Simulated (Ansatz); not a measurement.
**Fields on a plane of ZrCu5 (space group F-43m)**

```yaml
crystal:
  lattice:
    - [0.00000, 3.39430, 3.39430]
    - [3.39430, 0.00000, 3.39430]
    - [3.39430, 3.39430, 0.00000]
  atoms:
    - { symbol: Zr, position: [0.00000, 0.00000, 0.00000] }
    - { symbol: Cu, position: [0.25000, 0.25000, 0.25000] }
    - { symbol: Cu, position: [0.62422, 0.62422, 0.62422] }
    - { symbol: Cu, position: [0.62422, 0.62422, 0.12735] }
    - { symbol: Cu, position: [0.62422, 0.12735, 0.62422] }
    - { symbol: Cu, position: [0.12735, 0.62422, 0.62422] }
```

The slice is a {111} plane (indices of the conventional cell) through the point (0.624, 0.624, 0.624) (fractional), spanned by u = [100] and v = [-1 2 0] in vectors of this cell: u (4.80 Å) and v (8.31 Å, at 90° to u). It covers one period; positions are fractions (u, v).

Atoms on it: Cu at (0.00, 0.00); Cu at (0.50, 0.50); Cu at (0.25, 0.25); Cu at (0.75, 0.75); Cu at (0.00, 0.50); Cu at (0.50, 0.00).

The numbers are results of PBEsol (plane waves to 420 eV, PAW, scalar-relativistic; Ansatz, an electronic-structure program), not measurements. k mesh 12×12×12. These are valence fields of a PAW run, semicore shells included where kept as valence: close to a nucleus they are smooth pseudo fields. ZrCu5 is run without spin polarisation. ZrCu5 was relaxed with its symmetry unable to fall.

```
v \ u  0.00  0.14  0.29  0.43  0.57  0.71  0.86
-----  ----  ----  ----  ----  ----  ----  ----
0.88    6.3   9.7  10.9   7.9   6.7   6.0   6.9
0.75    9.2   9.6   8.3  10.6     x     x     x
0.62    6.4   9.6  10.8   7.8   7.0   6.8   7.4
0.50      x     x   5.2     x     x   5.4     x
0.38    6.3   6.9   5.9   6.7   7.8  10.9   9.8
0.25    9.4     x     x     x  10.6   8.4   9.5
0.12    6.4   7.4   6.8   7.0   7.8  10.8   9.7
0.00      x     x   5.8     x     x   4.7     x
```

Values: electrostatic potential energy of an electron, from the cell's mean, in eV. Points within 1 Å of a nucleus are blanked (x), as the pseudised field means little there. The zero, the cell's mean, hangs on the PAW cores.

```
|xx0220xxx1221x|
|21055002106601|
|11588511231132|
|78755787201202|
|5842248504xx40|
|3731137408xx90|
|5842248503xx30|
|78755787201102|
|01488510232232|
|21055012006700|
|xx1221xxx0220x|
|xx2112xxx2111x|
|xx1221xxx0220x|
|21066012105500|
|12311321158851|
|72012027875578|
|504xx405842248|
|408xx903731137|
|503xx305842248|
|72011027875578|
|02322320148851|
|20067002105501|
|xx0220xxx1221x|
|xx2111xxx2112x|
```
Scale: ten equal steps from 0.18 (start of '0') to 0.35 (end of '9'), in the order '0123456789'. Values: electron localisation function (ELF). The map has 14 points along u (one character each, u = 0 at the left) and 24 along v (v = 0 in the bottom row). Points within 0.5 Å of a nucleus are blanked (x), as the pseudised field means little there.
